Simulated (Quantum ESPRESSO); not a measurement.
## Ti2TaO5F3 (one run as intended and one with a planted mistake)

Computed values, not a measurement. The program is pw.x of Quantum ESPRESSO 7.5 (plane-wave density functional theory). The cell is made up: 11 atoms on a fluorite lattice with one site empty, with randomly drawn elements, strain and displacements, not relaxed. PseudoDojo standard norm-conserving files (v0.5 for PBE, v0.4.1 for LDA and PBEsol) set the functional; there is no spin polarisation, spin-orbit coupling or dispersion term, and the masses in the input are unused placeholders.

Intended input:

```
&control calculation='scf', pseudo_dir='./dojo.nc.sr.pbe.v0_5.standard.upf', outdir='./o', disk_io='medium', tprnfor=.true., tstress=.true. /
&system ibrav=0, nat=11, ntyp=4, nbnd=50, ecutwfc=84.00895049, nosym=.true., tot_charge=0,
 occupations='smearing', smearing='fd', degauss=0.0018374661
/
&electrons conv_thr=7.350e-09, electron_maxstep=60, /
ATOMIC_SPECIES
F 1.0 F.upf
O 1.0 O.upf
Ta 1.0 Ta.upf
Ti 1.0 Ti.upf
CELL_PARAMETERS angstrom
4.9183 0.0359 0.0445
0.0359 5.0306 -0.0173
0.0445 -0.0173 4.9654
ATOMIC_POSITIONS angstrom
Ti 0.1359 -0.0129 -0.046
Ti -0.0178 2.5444 2.4557
Ta 2.5339 0.0798 2.4812
O 1.2786 1.3121 1.1845
O 1.2984 1.374 3.6492
O 1.289 3.789 1.2466
O 1.2317 3.7213 3.7421
O 3.7043 1.2748 1.3487
F 3.5964 1.3438 3.6869
F 3.6837 3.834 1.3028
F 3.8425 3.84 3.7228
K_POINTS automatic
5 4 5 1 1 1
```

The log is shortened where brackets say so; the opening notice, blank lines, dates and the lines on written files are dropped, and the path of the files is cut. It prints rydbergs, bohrs and kilobars, and counts compression as positive stress. Where no state is partly filled, the Fermi energy that it prints is only some level between the filled and the empty states on the mesh, and need not lie in the true gap.

Log of the intended run:

```
     Program PWSCF v.7.5
     Parallel version (MPI & OpenMP), running on       1 processor cores
     Number of MPI processes:                 1
     Threads/MPI process:                     1
     [start-up lines left out]
     bravais-lattice index     =            0
     lattice parameter (alat)  =       9.2949  a.u.
     unit-cell volume          =     828.9387 (a.u.)^3
     number of atoms/cell      =           11
     number of atomic types    =            4
     number of electrons       =        88.00
     number of Kohn-Sham states=           50
     kinetic-energy cutoff     =      84.0090  Ry
     charge density cutoff     =     336.0358  Ry
     scf convergence threshold =      7.3E-09
     mixing beta               =       0.7000
     number of iterations used =            8  plain     mixing
     Exchange-correlation= PBE
                           (   1   4   3   4   0   0   0)
     [axes and pseudopotential details left out]
   Cartesian axes
     site n.     atom                  positions (alat units)
         1        Ti     tau(   1) = (   0.0276296  -0.0026227  -0.0093522  )
         2        Ti     tau(   2) = (  -0.0036189   0.5172983   0.4992648  )
         3        Ta     tau(   3) = (   0.5151635   0.0162240   0.5044492  )
         4        O      tau(   4) = (   0.2599503   0.2667611   0.2408190  )
         5        O      tau(   5) = (   0.2639758   0.2793459   0.7419136  )
         6        O      tau(   6) = (   0.2620647   0.7703361   0.2534444  )
         7        O      tau(   7) = (   0.2504151   0.7565721   0.7608009  )
         8        O      tau(   8) = (   0.7531159   0.2591777   0.2742022  )
         9        F      tau(   9) = (   0.7311789   0.2732060   0.7495783  )
        10        F      tau(  10) = (   0.7489277   0.7794850   0.2648704  )
        11        F      tau(  11) = (   0.7812131   0.7807048   0.7568771  )
     number of k points=    50  Fermi-Dirac smearing, width (Ry)=  0.0018
                       cart. coord. in units 2pi/alat
        k(    1) = (   0.0982252   0.1218560   0.0986024), wk =   0.0400000
        k(    2) = (   0.0964274   0.1225502   0.2967372), wk =   0.0400000
     [further k points left out]
     Dense  grid:    86211 G-vectors     FFT dimensions: (  60,  60,  60)
     Estimated max dynamical RAM per process >     142.70 MB
     Initial potential from superposition of free atoms
     starting charge      87.9959, renormalised to      88.0000
     Starting wfcs are   62 randomized atomic wfcs
     total cpu time spent up to now is       22.1 secs
     per-process dynamical memory:    79.8 Mb
     Self-consistent Calculation
     iteration #  1     ecut=    84.01 Ry     beta= 0.70
     Davidson diagonalization with overlap
     ethr =  1.00E-02,  avg # of iterations =  2.0
     total cpu time spent up to now is       59.8 secs
     total energy              =    -678.46664575 Ry
     estimated scf accuracy    <       5.46582708 Ry
     iteration #  2     ecut=    84.01 Ry     beta= 0.70
     Davidson diagonalization with overlap
     ethr =  6.21E-03,  avg # of iterations =  8.6
     total cpu time spent up to now is      131.3 secs
     total energy              =    -670.36855532 Ry
     estimated scf accuracy    <     107.87108598 Ry
     [iterations 3 to 20 left out]
     iteration # 21     ecut=    84.01 Ry     beta= 0.70
     Davidson diagonalization with overlap
     ethr =  1.10E-10,  avg # of iterations =  5.7
     total cpu time spent up to now is      873.5 secs
     total energy              =    -681.62036656 Ry
     estimated scf accuracy    <       0.00000003 Ry
     iteration # 22     ecut=    84.01 Ry     beta= 0.70
     Davidson diagonalization with overlap
     ethr =  3.41E-11,  avg # of iterations =  3.3
     total cpu time spent up to now is      912.8 secs
     End of self-consistent calculation
     [lines on levels left out]
     the Fermi energy is     9.5316 ev
!    total energy              =    -681.62036657 Ry
     estimated scf accuracy    <          3.5E-09 Ry
     smearing contrib. (-TS)   =      -0.00000003 Ry
     internal energy E=F+TS    =    -681.62036654 Ry
     The total energy is F=E-TS. E is the sum of the following terms:
     one-electron contribution =    -232.79229596 Ry
     hartree contribution      =     160.71720961 Ry
     xc contribution           =    -138.78680188 Ry
     ewald contribution        =    -470.75847831 Ry
     convergence has been achieved in  22 iterations
     Forces acting on atoms (cartesian axes, Ry/au):
     atom    1 type  4   force =     0.18783451    0.02741777    0.05378666
     atom    2 type  4   force =     0.19357286   -0.08181231   -0.06171621
     atom    3 type  3   force =    -0.23343224    0.11423580   -0.09864201
     atom    4 type  2   force =    -0.03830209   -0.07581804    0.02856736
     atom    5 type  2   force =    -0.07665715   -0.09912040   -0.03635293
     atom    6 type  2   force =    -0.06192404    0.06705763    0.04920131
     atom    7 type  2   force =    -0.01983852    0.09911576   -0.01406262
     atom    8 type  2   force =     0.02590418   -0.05179833    0.04176806
     atom    9 type  1   force =     0.05117660   -0.01510076    0.04991212
     atom   10 type  1   force =     0.02502760   -0.01594459   -0.00712855
     atom   11 type  1   force =    -0.05336171    0.03176747   -0.00533319
     Total force =     0.475021     Total SCF correction =     0.000160
     Computing stress (Cartesian axis) and pressure
          total   stress  (Ry/bohr**3)                   (kbar)     P=     -119.51
  -0.00053270  -0.00018236   0.00007934          -78.36      -26.83       11.67
  -0.00018236  -0.00125213   0.00001526          -26.83     -184.19        2.24
   0.00007934   0.00001526  -0.00065248           11.67        2.24      -95.98
     init_run     :     17.92s CPU     21.94s WALL (       1 calls)
     electrons    :    851.61s CPU    890.72s WALL (       1 calls)
     forces       :      7.10s CPU      7.17s WALL (       1 calls)
     stress       :     28.77s CPU     29.06s WALL (       1 calls)
     [timing details left out]
     PWSCF        :  15m 5.79s CPU  15m51.14s WALL
     JOB DONE.
```

A second run has one planted mistake: the cell has the wrong charge. The input lines that differ, file-writing options aside:

```
- &system ibrav=0, nat=11, ntyp=4, nbnd=50, ecutwfc=84.00895049, nosym=.true., tot_charge=0,
+ &system ibrav=0, nat=11, ntyp=4, nbnd=51, ecutwfc=84.00895049, nosym=.true., tot_charge=-1,
```

Its log:

```
     Program PWSCF v.7.5
     Parallel version (MPI & OpenMP), running on       4 processor cores
     Number of MPI processes:                 4
     Threads/MPI process:                     1
     [start-up lines left out]
     bravais-lattice index     =            0
     lattice parameter (alat)  =       9.2949  a.u.
     unit-cell volume          =     828.9387 (a.u.)^3
     number of atoms/cell      =           11
     number of atomic types    =            4
     number of electrons       =        89.00
     number of Kohn-Sham states=           51
     kinetic-energy cutoff     =      84.0090  Ry
     charge density cutoff     =     336.0358  Ry
     scf convergence threshold =      7.3E-09
     mixing beta               =       0.7000
     number of iterations used =            8  plain     mixing
     Exchange-correlation= PBE
                           (   1   4   3   4   0   0   0)
     [axes and pseudopotential details left out]
   Cartesian axes
     site n.     atom                  positions (alat units)
         1        Ti     tau(   1) = (   0.0276296  -0.0026227  -0.0093522  )
         2        Ti     tau(   2) = (  -0.0036189   0.5172983   0.4992648  )
         3        Ta     tau(   3) = (   0.5151635   0.0162240   0.5044492  )
         4        O      tau(   4) = (   0.2599503   0.2667611   0.2408190  )
         5        O      tau(   5) = (   0.2639758   0.2793459   0.7419136  )
         6        O      tau(   6) = (   0.2620647   0.7703361   0.2534444  )
         7        O      tau(   7) = (   0.2504151   0.7565721   0.7608009  )
         8        O      tau(   8) = (   0.7531159   0.2591777   0.2742022  )
         9        F      tau(   9) = (   0.7311789   0.2732060   0.7495783  )
        10        F      tau(  10) = (   0.7489277   0.7794850   0.2648704  )
        11        F      tau(  11) = (   0.7812131   0.7807048   0.7568771  )
     number of k points=    50  Fermi-Dirac smearing, width (Ry)=  0.0018
                       cart. coord. in units 2pi/alat
        k(    1) = (   0.0982252   0.1218560   0.0986024), wk =   0.0400000
        k(    2) = (   0.0964274   0.1225502   0.2967372), wk =   0.0400000
     [further k points left out]
     Dense  grid:    86211 G-vectors     FFT dimensions: (  60,  60,  60)
     Estimated max dynamical RAM per process >     252.59 MB
     Estimated total dynamical RAM >     947.20 MB
     Initial potential from superposition of free atoms
     starting charge      87.9959, renormalised to      89.0000
     Starting wfcs are   62 randomized atomic wfcs
     total cpu time spent up to now is        4.3 secs
     per-process dynamical memory:   190.7 Mb
     Self-consistent Calculation
     iteration #  1     ecut=    84.01 Ry     beta= 0.70
     Davidson diagonalization with overlap
     ethr =  1.00E-02,  avg # of iterations =  2.0
     total cpu time spent up to now is       11.4 secs
     total energy              =    -678.11199987 Ry
     estimated scf accuracy    <       4.80043750 Ry
     iteration #  2     ecut=    84.01 Ry     beta= 0.70
     Davidson diagonalization with overlap
     ethr =  5.39E-03,  avg # of iterations =  8.2
     total cpu time spent up to now is       25.3 secs
     total energy              =    -669.81473177 Ry
     estimated scf accuracy    <      96.11141381 Ry
     [iterations 3 to 23 left out]
     iteration # 24     ecut=    84.01 Ry     beta= 0.70
     Davidson diagonalization with overlap
     ethr =  2.28E-11,  avg # of iterations =  1.0
     total cpu time spent up to now is      206.0 secs
     total energy              =    -680.86803920 Ry
     estimated scf accuracy    <          9.9E-09 Ry
     iteration # 25     ecut=    84.01 Ry     beta= 0.70
     Davidson diagonalization with overlap
     ethr =  1.11E-11,  avg # of iterations =  2.0
     total cpu time spent up to now is      212.8 secs
     End of self-consistent calculation
     [lines on levels left out]
     the Fermi energy is    10.5415 ev
!    total energy              =    -680.86803919 Ry
     estimated scf accuracy    <          3.8E-09 Ry
     smearing contrib. (-TS)   =      -0.00249894 Ry
     internal energy E=F+TS    =    -680.86554025 Ry
     The total energy is F=E-TS. E is the sum of the following terms:
     one-electron contribution =    -232.66388404 Ry
     hartree contribution      =     162.49287731 Ry
     xc contribution           =    -139.93605521 Ry
     ewald contribution        =    -470.75847831 Ry
     convergence has been achieved in  25 iterations
     Forces acting on atoms (cartesian axes, Ry/au):
     atom    1 type  4   force =     0.18098864    0.03696103    0.05588902
     atom    2 type  4   force =     0.19035824   -0.07688095   -0.05840148
     atom    3 type  3   force =    -0.26304772    0.11032268   -0.09520514
     atom    4 type  2   force =    -0.03318970   -0.07843686    0.03643698
     atom    5 type  2   force =    -0.06559585   -0.10573249   -0.04316905
     atom    6 type  2   force =    -0.05248538    0.07232938    0.05204117
     atom    7 type  2   force =    -0.01425516    0.09501425   -0.02501117
     atom    8 type  2   force =     0.02358738   -0.05772307    0.03961549
     atom    9 type  1   force =     0.05493051   -0.01180453    0.05096032
     atom   10 type  1   force =     0.02967377   -0.01546801   -0.01372638
     atom   11 type  1   force =    -0.05096473    0.03141856    0.00057024
     Total force =     0.485609     Total SCF correction =     0.000147
     Computing stress (Cartesian axis) and pressure
          total   stress  (Ry/bohr**3)                   (kbar)     P=      101.10
   0.00092033  -0.00018363   0.00010341          135.38      -27.01       15.21
  -0.00018363   0.00032925   0.00004846          -27.01       48.43        7.13
   0.00010341   0.00004846   0.00081221           15.21        7.13      119.48
     init_run     :      3.90s CPU      4.12s WALL (       1 calls)
     electrons    :    207.29s CPU    208.46s WALL (       1 calls)
     forces       :      1.62s CPU      1.63s WALL (       1 calls)
     stress       :      5.30s CPU      5.31s WALL (       1 calls)
     [timing details left out]
     PWSCF        :   3m38.38s CPU   3m39.83s WALL
     JOB DONE.
```

|  | intended run | run with the mistake |
| --- | --- | --- |
| free energy (eV) | -9273.918 | -9263.682 |
| smearing term -TS (eV) | 0.0000 | -0.0340 |
| pressure (GPa) | -11.95 | 10.11 |
| largest force component (eV/Å) | 6.002 | 6.763 |
| largest change of a force component (eV/Å) |  | 0.761 |
| iterations | 22 | 25 |

For scale, a rerun of the intended cell at a cutoff of 1437 eV and k mesh 7 x 6 x 7 moved values by no more than 0.002 eV in energy, 0.05 GPa in stress and 0.004 eV/Å in force. The charged cell sits in a uniform background, so its energy and stress rest on the program's zero of potential. The number of bands, nbnd, was set by rule from the electron count and the smearing, so it follows the mistake.